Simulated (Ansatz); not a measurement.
Input and command of a plane-wave DFT calculation in Ansatz:

```yaml
crystal:
  lattice:
    - [2.9614403829, 0.0, 0.0]
    - [0.0, 2.9614403829, 0.0]
    - [0.0, 0.0, 4.7089442885]
  atoms:
    - { symbol: Zr, position: [0.5, 0.5, 0.5] }
    - { symbol: Hg, position: [0.0, 0.0, 0.0] }
basis:
  ecutwfc: 420
kpoints:
  mp_grid: { grid: [16, 16, 12] }
hamiltonian:
  xc: pbesol
scf:
  occupations: { method: gaussian, width: 0.15 }
output:
  forces: true
  stress: true
  eigenvalues: true
```

```bash
ansatz run input.yaml --threads 1 --pin off --max-ram 2560MiB --backend cpu --events-out ev --progress --plain --runs-dir out
```

Processor: Arm Neoverse V1, 1 thread, on a host shared with other jobs.

**Question.** Estimate time, memory and problem size.

**Answer.** About 11 s on 1 thread of Arm Neoverse V1 (shared host), peak memory 0.47 GiB. It solves 20 bands at 315 k points (the mesh reduced by symmetry) with about 811 plane waves, in 6 SCF iterations.
